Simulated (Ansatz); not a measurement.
The computed numbers are results of PBEsol, scalar-relativistic (no spin polarisation) in the plane-wave PAW code Ansatz at 420 eV, Γ-centred 10×10×10 mesh, 0.05 eV Gaussian smearing; PAW files: Ansatz's generated set soft_2.

A crystal of composition XCu, relaxed at this level of theory, gives this pattern between 10° and 80°.

Cu Kα1 powder pattern (kinematic, no thermal factors).
```tsv
2θ (°)	relative intensity
27.64	3
39.49	100
57.08	16
64.58	1
71.63	32
```

Task: Which lattice and cell does the pattern come from?

Result: Cubic, space group Pm-3m (No. 221), a = 3.224 Å, b = 3.224 Å, c = 3.224 Å, α = 90.00°, β = 90.00°, γ = 90.00°. The line positions fix the lattice at most, not the space group, and lines under 1 % of the strongest aren't listed; this is the group of the computed cell.

The calculation on XCu, where X is one element, gave:

| Quantity | Value |
| --- | --- |
| Band gap | zero (metallic) |
| Density of states at the Fermi level | 1.7 states/(eV·atom) |
| Formation energy from the elements (0 K, uncorrected) | -0.12 eV/atom |
| Bulk modulus (Birch–Murnaghan) | 131 GPa |
| Pressure derivative B0′ | 4.1 |

Sites: X on 1a, Cu on 1b.

Task: Which element is X?
A. Sr
B. Nb
C. Zr
D. Y

Result: C. X is Zr, so the compound is ZrCu.

The start was a prototype's sites filled with these elements, not a measured cell.
